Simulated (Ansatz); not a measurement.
### Question
Name crystals whose computed values (the program Ansatz at the LDA level (PAW)) fall in these windows: ε0 5.0 to 6.0; ε∞ 3.9 to 4.6; electron conductivity mass (mₑ) 0.45 to 0.55.

### Answer


| crystal | ε0 | ε∞ | electron conductivity mass (mₑ) |
|---|---|---|---|
| BN, P6_3/mmc (B on 2b, N on 2d) | 5.58 | 4.29 | 0.51 |
| BN, R3m (B on 3a, N on 3a) | 5.57 | 4.24 | 0.49 |
Others may fit too.

Not the usual ambient phase: BN, P6_3/mmc (B on 2b, N on 2d); BN, R3m (B on 3a, N on 3a). Weakly bound layers, chains or molecules computed without a dispersion correction, so cells and soft constants are ill determined: BN, P6_3/mmc (B on 2b, N on 2d); BN, R3m (B on 3a, N on 3a). All cells were relaxed under the symmetry of their starts (and spin orders); stability against distortions was not tested throughout.

Potentials: the earlier of the program's two PAW sets. The files were generated under PBE; for other functionals the program regenerates the frozen cores, and for LDA and PBEsol the local potential too.
